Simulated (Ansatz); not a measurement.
Given:

MgTe:
```
CELL_PARAMETERS angstrom
      0.00000     3.25450     3.25450
      3.25450     0.00000     3.25450
      3.25450     3.25450     0.00000
ATOMIC_POSITIONS crystal
  Te 0.75000 0.75000 0.75000
  Mg 0.00000 0.00000 0.00000
```

This is the PBE-relaxed structure.

Problem. All from PBE (plane waves, PAW; program Ansatz), unless another level is named. Predict the hole effective mass, band 3 of 3 at the edge.

Solution. 0.20 along [100], 0.17 along [110], 0.16 along [111] (mₑ).

Problem. What about the hole effective mass, band 2 of 3 at the edge?

Solution. 0.92 along [100], 0.92 along [110], 2.2 along [111] (mₑ).

Problem. Predict the band gap.

Solution. 2.33 eV (direct).

Problem. What about the weight of the valence-edge state by species (Voronoi cells)?

Solution. Te 83 %, Mg 17 %.

Space group F-43m (zinc blende). The PBE relaxation kept the symmetry of its start. Scalar-relativistic: spin–orbit coupling is off unless named, which matters more the heavier the elements.

Potentials: the later of the program's two PAW sets.
